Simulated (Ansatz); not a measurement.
This run works on a proposed trial structure, not on a known crystal.

Input and command of a plane-wave DFT calculation in Ansatz:

```yaml
crystal:
  lattice:
    - [6.850255389, 0.0024348164, 0.1047980296]
    - [3.4000767232, 5.9610349703, 0.1756955196]
    - [2.0897145071, 2.7992495977, 9.7070204252]
  atoms:
    - { symbol: Be, position: [1.0005494695, 0.9392849679, 0.0205570489] }
    - { symbol: Be, position: [0.5003632546, 0.4414038723, 0.0211352621] }
    - { symbol: Be, position: [0.5021938806, 0.9427630979, 0.0134966814] }
    - { symbol: Be, position: [1.0008624262, 0.4467615442, 0.0104580634] }
    - { symbol: S, position: [0.8371063999, 0.7924683291, 0.983567984] }
    - { symbol: S, position: [0.3319930625, 0.7608778944, 0.0469226207] }
    - { symbol: S, position: [0.8333844241, 0.2648847271, 0.0379848405] }
    - { symbol: S, position: [0.3366447345, 0.2861587235, 0.995407653] }
    - { symbol: S, position: [0.441438264, 0.6491587016, 0.6174498004] }
    - { symbol: S, position: [0.3641496115, 0.9427022594, 0.4427277103] }
    - { symbol: S, position: [0.5714601671, 0.0768256697, 0.4539565317] }
    - { symbol: S, position: [0.9661083182, 0.5433241912, 0.5739050554] }
    - { symbol: S, position: [0.8887960342, 0.8372621335, 0.3994884831] }
    - { symbol: S, position: [0.7582832864, 0.4094572213, 0.5629422654] }
basis:
  ecutwfc: 420
kpoints:
  mp_grid: { grid: [4, 4, 4] }
hamiltonian:
  xc: pbe
scf:
  occupations: { method: fixed }
output:
  forces: true
  stress: true
  eigenvalues: true
relax:
  adjacent_minimum: "off"
  f_tol: 0.001
  max_steps: 60
  cell: { stress_tol: 0.01 }
```

```bash
ansatz run input.yaml --threads 3 --pin off --max-ram 7680MiB --backend cpu --events-out ev --progress --plain --runs-dir out
```

Processor: AMD EPYC 9R45 96-Core Processor (Zen 5), 3 threads, on a host shared with other jobs.

Question: Estimate time, memory and problem size.

Answer: About 3.2 min, peak memory 1.1 GiB. It solves 48 bands at 36 k points (after reduction by symmetry) with about 7645 plane waves (on the last cell), in 196 SCF iterations over 26 ionic steps.
